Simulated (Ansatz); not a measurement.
Relaxed-ion elastic tensor of Sc (hcp (Mg type), P6_3/mmc) in GPa (Voigt order), DFT-LDA in the program Ansatz with PAW potentials; density 3.32 g/cm³, 22.52 Å³ per atom.

```
 111  41.1  34.5   0.0   0.0   0.0
41.1   111  34.5   0.0   0.0   0.0
34.5  34.5   111   0.0   0.0   0.0
 0.0   0.0   0.0  34.2   0.0   0.0
 0.0   0.0   0.0   0.0  34.2   0.0
 0.0   0.0   0.0   0.0   0.0  35.0
```

Is the crystal mechanically stable?

Yes: the smallest eigenvalue of C is 34.2 GPa.

Work out the Voigt, Reuss and Hill averages.

K_V = 61.5, K_R = 61.4, K_H = 61.4; G_V = 35.5, G_R = 35.4, G_H = 35.5 GPa.

Give Young's modulus, Poisson's ratio, Pugh's ratio and the universal anisotropy index.

E = 9KG/(3K + G) = 89.2 GPa; ν = 0.26; K/G = 1.73 (near the Pugh limit of 1.75, no verdict); A_U = 5G_V/G_R + K_V/K_R − 6 = 0.01.

Estimate the sound speeds and the Debye temperature.

v_l = √((K + 4G/3)/ρ) = 5730 m/s, v_t = √(G/ρ) = 3270 m/s, mean 3630 m/s; Θ = (h/k)(3n/4πV)^(1/3) v_m = 383 K.

How much does each axis shrink under pressure?

Linear compressibilities β_i = Σ_j S_ij (j = 1 to 3): x 5.3, y 5.3, z 5.7 per TPa.

The LDA relaxation kept the symmetry of its start. The run is not spin-polarised. As this level gives no gap, shear constants depend on the k-mesh and smearing (Fermi–Dirac, 0.1 eV here). On the denser mesh and wider smearing of the elastic run this cell carries a stress of 0.5 GPa.

Potentials: the later of the program's two PAW sets.
